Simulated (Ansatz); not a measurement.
Values for one crystal, relaxed and computed with PBE (plane waves, PAW; program Ansatz); other levels are named.

- Volume per atom: 11.94 Å³
- Electronic character: metallic (no gap)
- Density of states at the Fermi level: 0.31 states/eV per atom (mean over ±0.08 eV)
- Pressure derivative B′: 5.0
- Bulk modulus (Birch–Murnaghan fit): 141 GPa

Task: Which of these materials gives this?
(A) Cu, fcc (Cu type)
(B) Rh, fcc (Cu type)
(C) Au, fcc (Cu type)
(D) Al, fcc (Cu type)

Result: A, Cu, fcc (Cu type)

Space group Fm-3m (fcc (Cu type)). The cell was relaxed with PBE under the symmetry of its start. The run is not spin-polarised.

Potentials: the earlier of the program's two PAW sets.
